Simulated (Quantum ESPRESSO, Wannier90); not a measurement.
# Wannier functions of ZnHgTe₂ (P-4m2)

```xyz
4
Lattice="4.4731 0.0000 0.0000 0.0000 4.4731 0.0000 0.0000 0.0000 6.3801" Properties=species:S:1:pos:R:3 pbc="T T T"
Zn     2.2365     2.2365     3.1900
Hg     0.0000     0.0000     0.0000
Te     0.0000     2.2365     1.7372
Te     2.2365     0.0000    -1.7372
```

Structure: Materials Project mp-1215403, symmetrised, not relaxed again. Not found in the COD (Crystallography Open Database) copy used; not checked further. Method: PBEsol plane waves in Quantum ESPRESSO 7.5 (PseudoDojo norm-conserving files, 68 Ry, spinors with spin-orbit coupling), Bloch states on a 4×4×4 mesh through Γ, Wannier90 4.0.1. Density: 8×8×6 mesh, cold smearing 0.01 Ry. With spin-orbit coupling a semilocal functional can close or falsely invert a small gap; the band order was not checked against a better method. The gap is small at this level and was sampled on the meshes and a path alone.

A tight-binding model is made by disentanglement and projection with no localisation steps (num_iter = 0), so the 32 orbitals stay atom-like: hydrogen-like Zn: s;p; Hg: s;p; Te: s;p, axes along x, y, z; frozen window up to 1.59 eV relative to the valence-band maximum. It follows pw.x to 8.1 meV rms for states up to 1.1 eV relative to the valence-band maximum. Matrix elements depend on this choice of orbitals and windows. Bands 41–44 (Hg 5d 92 %), 45–54 (Zn 3d 94 %), 55–60 (Hg 5d 86 %, Te 5p 8 %) lie between the kept ones and are excluded.

Question: What are the on-site energies relative to the valence-band maximum, and how fast do the hoppings decay?

Answer: 
| atom | orbitals | energy (eV) |
|---|---|---|
| Zn1 | s↑ s↓ | -1.27 |
| Zn1 | pz↑ pz↓ | 3.86 |
| Zn1 | px↑ px↓ py↑ py↓ | 3.97 |
| Hg2 | s↑ s↓ | -2.40 |
| Hg2 | pz↑ pz↓ | 4.17 |
| Hg2 | px↑ px↓ py↑ py↓ | 4.10 |
| Te3 | s↑ s↓ | -9.42 |
| Te3 | pz↑ pz↓ | 0.23 |
| Te3 | px↑ px↓ | 0.27 |
| Te3 | py↑ py↓ | 0.13 |
| Te4 | s↑ s↓ | -9.42 |
| Te4 | pz↑ pz↓ | 0.23 |
| Te4 | px↑ px↓ | 0.13 |
| Te4 | py↑ py↓ | 0.27 |

| distance of the centres (Å) | largest modulus (eV) |
|---|---|
| 2–3 | 1.8 |
| 4–5 | 0.36 |
| 5–6 | 0.057 |
| 6–7 | 0.082 |
| 7–8 | 0.033 |

Effective spin-orbit constants λ of λ L·S, from the same-site elements px↑–py↑ (λ/2) and dx2-y2↑–dxy↑ (λ), where they are among the larger elements: Hg2 p 0.73 eV, Te3 p 0.51 eV, Te4 p 0.51 eV.
